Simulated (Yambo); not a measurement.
## Convergence of the G0W0 gap of LiNbF₆

G0W0@LDA for LiNbF6 (space group R-3, No. 148) in Yambo. Reference settings: 2×2×2 Γ-centred k mesh, bands 2 to 159 and a 7 Ry block in the screening, 159 bands in G with the Bruneval-Gonze terminator, plasmon pole fitted at 27.2 eV. The LDA gap Γ → L on this mesh is 5.29 eV; G0W0 gaps are taken between the same points.

```csv
change from the reference,G0W0 gap Γ → L (eV),shift of the valence edge (eV),rough Yambo cost
reference settings,9.51,-1.92,1
"68 bands in W, 68 bands in G",9.77,-1.84,within a factor of two
"106 bands in W, 106 bands in G",9.59,-1.88,within a factor of two
68 bands in G,9.57,-1.91,–
106 bands in G,9.53,-1.92,–
81 bands in W,9.64,-1.86,within a factor of two
1 Ry block,11.26,-3.33,within a factor of two
3 Ry block,10.05,-2.37,within a factor of two
6 Ry block,9.56,-1.94,within a factor of two
pole fitted at 15 eV,9.42,-1.84,–
no random integration,9.35,-1.59,–
"68 bands in G, no terminator",9.83,-1.44,–
"106 bands in G, no terminator",9.67,-1.62,–
no terminator,9.57,-1.73,–
```

The reference isn't shown to be the converged limit. Costs are rough (shared machines), scaled to the same edge states, and given only for runs that recompute the screening.

Spin-orbit splittings are left out.

Geometry of the Materials Project entry, not relaxed at this level; primitive cell a = 5.4301 Å, b = 5.4301 Å, c = 5.4301 Å, α = 56.19°, β = 56.19°, γ = 56.19°.

The structure is a Materials Project entry; no match was found in the copy of COD used, and its stability was not checked.

A shift is the quasiparticle energy of the state minus its LDA energy.
